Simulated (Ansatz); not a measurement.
TiS₂ (CdI2 type, space group No. 164) at seven volumes, LDA (plane waves, PAW; program Ansatz), shape and atoms relaxed at each. One row is withheld.

| V (Å³/atom) | P (GPa) |
|---|---|
| 15.721 | 6.29 |
| 16.240 | 3.70 |
| 16.758 | ? |
| 17.276 | 0.00 |
| 17.795 | -1.15 |
| 18.313 | -1.88 |
| 18.831 | -2.10 |

Question: Fit the shown pressures and predict the withheld one.

Answer: P = (3/2)B₀(x^(7/2) − x^(5/2))[1 + (3/4)(B′ − 4)(x − 1)] with x = (V₀/V)^(2/3). Least squares on the six rows gives V₀ = 17.270 Å³/atom, B₀ = 42.3 GPa, B′ = 10.75. At V = 16.758, x = 1.0203 and P = 1.49 GPa. The run itself gave 1.62 GPa.

Space group P-3m1 (CdI2 type). Symmetry was held in the LDA relaxation. No spin polarisation was allowed. A crystal of weakly bound layers computed without a dispersion correction: the cell and the soft elastic constants depend strongly on that.

Potentials: the later of the program's two PAW sets.
